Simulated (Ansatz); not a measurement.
Be (hcp, Mg type)

```yaml
crystal:
  lattice:
    - [2.26472, 0.00000, 0.00000]
    - [-1.13236, 1.96131, 0.00000]
    - [0.00000, 0.00000, 3.56124]
  atoms:
    - { symbol: Be, position: [0.33333, 0.66667, 0.75000] }
    - { symbol: Be, position: [0.66667, 0.33333, 0.25000] }
```

The atoms are displaced by Q × the pattern below (from a DFPT mode at Γ, largest move 1; Q in Å), at fixed cell. It is one choice among 2 degenerate patterns.

```tsv
atom	x	y	z
Be1	0.000	-1.000	0.000
Be2	0.000	1.000	0.000
```

The numbers are results of PBE (plane waves to 420 eV, PAW, scalar-relativistic; Ansatz, an electronic-structure program), not measurements. k mesh 23×23×13 (Γ-centred), Fermi-Dirac smearing 0.05 eV. E stands for the smeared free energy. With partly filled bands, energies and forces of such displacements shift with the k mesh and the smearing. Be was relaxed with its symmetry unable to fall. The zero of ΔE is the undisplaced structure.

Successive frames, forces in eV/Å:

```
frame        ΔE (meV/cell)               F on Be1                F on Be2
-----------  -------------  ---------------------  ----------------------
Q = 0.000 Å              0  (0.000, 0.000, 0.000)   (0.000, 0.000, 0.000)
Q = 0.047 Å             15  (0.000, 0.305, 0.000)  (0.000, -0.305, 0.000)
Q = 0.093 Å             54  (0.000, 0.521, 0.000)  (0.000, -0.521, 0.000)
Q = 0.140 Å            109  (0.000, 0.642, 0.000)  (0.000, -0.642, 0.000)
```

What are the energy and the forces in the next frame, Q = 0.187 Å?

ΔE (meV/cell) = 171.

```
atom     Fx      Fy     Fz
----  -----  ------  -----
Be1   0.000   0.663  0.000
Be2   0.000  -0.663  0.000
```

(For displaced atoms, the force is minus the slope of the energy, and its curvature is a force constant, which sets phonon frequencies.)
